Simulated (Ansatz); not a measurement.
Co$_{2}$Si:
```
CELL_PARAMETERS angstrom
      4.88119     0.00000     0.00000
      0.00000     3.71207     0.00000
      0.00000     0.00000     7.04041
ATOMIC_POSITIONS crystal
  Co 0.82657 0.75000 0.56479
  Co 0.17343 0.25000 0.43521
  Co 0.67343 0.25000 0.06479
  Co 0.32657 0.75000 0.93521
  Co 0.53629 0.25000 0.71750
  Co 0.46371 0.75000 0.28250
  Co 0.96371 0.75000 0.21750
  Co 0.03629 0.25000 0.78250
  Si 0.20258 0.25000 0.10555
  Si 0.79742 0.75000 0.89445
  Si 0.29742 0.75000 0.60555
  Si 0.70258 0.25000 0.39445
```
The run is spin-polarised; directions of the spins, atom by atom: 0 0 0 0 ↑ ↑ ↑ ↑ 0 0 0 0.

Relaxed with PBE.

Q: Which orbitals make up the states near the Fermi level in plane-wave PAW PBE (Ansatz code)?

A: Within 0.5 eV of the Fermi level: Co 3d 92 %. Projections are on Löwdin-orthogonalised atomic valence shells; empty p or d shells of many metals are not among them.

Q: Tabulate the density of states.

A: States/eV per cell of 12 atoms, in 0.25 eV bins, energy from the Fermi level.

| E (eV) | total | Co 3d | Si 3p | Co 4s |
|---|---|---|---|---|
| -7.85 | 1.07 | 0.26 | 0.06 | 0.06 |
| -7.60 | 0.05 | 0.01 | 0.00 | 0.00 |
| -7.35 | 0.00 | 0.00 | 0.00 | 0.00 |
| -7.10 | 0.07 | 0.01 | 0.04 | 0.02 |
| -6.85 | 1.14 | 0.17 | 0.65 | 0.26 |
| -6.60 | 3.39 | 0.61 | 1.77 | 0.74 |
| -6.35 | 4.05 | 0.80 | 2.15 | 0.78 |
| -6.10 | 4.32 | 1.05 | 2.17 | 0.69 |
| -5.85 | 4.60 | 1.33 | 2.21 | 0.62 |
| -5.60 | 3.13 | 0.94 | 1.51 | 0.41 |
| -5.35 | 3.66 | 1.31 | 1.65 | 0.39 |
| -5.10 | 3.82 | 1.43 | 1.64 | 0.45 |
| -4.85 | 4.34 | 1.72 | 1.81 | 0.52 |
| -4.60 | 6.93 | 3.20 | 2.78 | 0.66 |
| -4.35 | 9.48 | 5.01 | 3.48 | 0.65 |
| -4.10 | 9.75 | 5.50 | 3.40 | 0.51 |
| -3.85 | 10.17 | 6.03 | 3.33 | 0.48 |
| -3.60 | 10.58 | 6.65 | 3.15 | 0.43 |
| -3.35 | 11.20 | 8.04 | 2.38 | 0.36 |
| -3.10 | 11.15 | 8.62 | 1.71 | 0.34 |
| -2.85 | 12.54 | 10.67 | 1.07 | 0.30 |
| -2.60 | 16.21 | 14.17 | 1.17 | 0.29 |
| -2.35 | 17.65 | 15.86 | 0.94 | 0.27 |
| -2.10 | 15.89 | 14.45 | 0.73 | 0.22 |
| -1.85 | 16.91 | 15.30 | 0.84 | 0.25 |
| -1.60 | 16.24 | 14.95 | 0.60 | 0.23 |
| -1.35 | 20.60 | 19.38 | 0.49 | 0.22 |
| -1.10 | 24.26 | 22.93 | 0.48 | 0.24 |
| -0.85 | 26.19 | 24.68 | 0.55 | 0.26 |
| -0.60 | 23.07 | 21.65 | 0.53 | 0.26 |
| -0.35 | 14.86 | 13.84 | 0.42 | 0.20 |
| -0.10 | 14.74 | 13.77 | 0.46 | 0.17 |
| 0.15 | 8.23 | 7.26 | 0.55 | 0.15 |
| 0.40 | 10.53 | 9.44 | 0.69 | 0.14 |
| 0.65 | 6.53 | 5.37 | 0.80 | 0.12 |
| 0.90 | 4.77 | 3.51 | 0.88 | 0.15 |
| 1.15 | 5.42 | 3.72 | 1.15 | 0.20 |
| 1.40 | 5.03 | 3.21 | 1.19 | 0.23 |
| 1.65 | 3.91 | 2.25 | 1.05 | 0.19 |
| 1.90 | 3.85 | 2.01 | 1.13 | 0.18 |
| 2.15 | 4.19 | 2.03 | 1.35 | 0.18 |
| 2.40 | 4.46 | 2.02 | 1.47 | 0.18 |
| 2.65 | 3.76 | 1.61 | 1.21 | 0.14 |
| 2.90 | 2.64 | 1.04 | 0.87 | 0.14 |
| 3.15 | 3.69 | 1.37 | 1.18 | 0.31 |
| 3.40 | 4.47 | 1.50 | 1.47 | 0.44 |
| 3.65 | 4.43 | 1.33 | 1.55 | 0.53 |
| 3.90 | 4.86 | 1.31 | 1.83 | 0.64 |
| 4.15 | 3.46 | 0.87 | 1.35 | 0.51 |
| 4.40 | 3.26 | 0.76 | 1.23 | 0.56 |
| 4.65 | 4.67 | 1.00 | 1.65 | 1.06 |

Space group Pnma. The PBE relaxation kept the symmetry of its start. The final state is ferromagnetic, the only order run, not a proven ground state.

Potentials: the earlier of the program's two PAW sets.
